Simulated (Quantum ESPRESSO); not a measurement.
```
CELL_PARAMETERS angstrom
      5.91309     0.00000     0.00000
      0.00000     4.68980     0.00000
     -1.34865     0.00000     8.80226
ATOMIC_POSITIONS crystal
  C  0.39394 0.25000 0.84562
  C  0.60606 0.75000 0.15438
  N  0.57901 0.25000 0.80905
  N  0.42099 0.75000 0.19095
  S  0.85986 0.75000 0.10390
  S  0.14014 0.25000 0.89610
  Cl 0.74783 0.25000 0.45163
  Cl 0.25217 0.75000 0.54837
  Ba 0.78990 0.75000 0.69859
  Ba 0.21010 0.25000 0.30141
```

The geometry is that of Materials Project entry mp-556856, symmetrised and not relaxed again.

Task: What does PBEsol (Quantum ESPRESSO, PseudoDojo norm-conserving, 84 Ry, without SOC) give for the electronic structure near the Fermi level?

Result: The PBEsol gap is 4.06 eV; at least one edge lies off the plotted path, at a point of the SCF mesh. The smallest direct gap is 4.15 eV. Another valence and conduction extremum on the path lies within 0.02 eV, too close to call.
